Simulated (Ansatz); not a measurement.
A geometry of Cu₂O away from equilibrium: step 2 of the relaxation of a relaxed Cu2O cell displaced along its unstable phonon at q = (0, 0, ½) of its primitive reciprocal cell (311i cm⁻¹), largest move 0.15 Å. Calculation: PBE (plane waves to 420 eV, PAW, scalar-relativistic; Ansatz, a first-principles code). Γ-centred k-mesh 10×10×7 on the run's cell (coarser than for final values), Fermi–Dirac smearing 0.05 eV.

```xyz
6
Lattice="3.9526 0.0000 0.0000 -1.9763 3.4504 0.0000 0.0000 0.0000 4.9807" Properties=species:S:1:pos:R:3:forces:R:3 pbc="T T T" free_energy=-27627.631 pressure_GPa=-0.6
O      0.0000     0.2603     0.0000    0.0000    1.3349    0.0000
O      0.0000    -0.2603     2.4904    0.0000   -1.3349    0.0000
Cu     0.0000     2.3047     1.2453    0.0000   -0.0967   -0.0178
Cu     0.0000     2.3047     3.7354    0.0000   -0.0967    0.0178
Cu     1.9763     1.1457     1.2451    0.0000    0.0967    0.0178
Cu     1.9763     1.1457     3.7357    0.0000    0.0967   -0.0178
```

Positions in Å, forces in eV/Å, free energy of the cell in eV (comparable only within this code, potentials and settings). Largest force: 1.33 eV/Å, on O1, O2 (atoms numbered as listed); the geometry lies 0.50 eV/atom above the end of its relaxation.

No spin polarisation in the result. The d or f electrons are treated with no Hubbard U.

The run could not lose the symmetry of its start, so the end can be a saddle point.

The end of the path is a generated cell of Cu2O: the first start was made by placing the elements on the sites of a structure type, and the end was not matched to a known phase here, so it may be hypothetical. Known forms of Cu2O include space group No. 224.
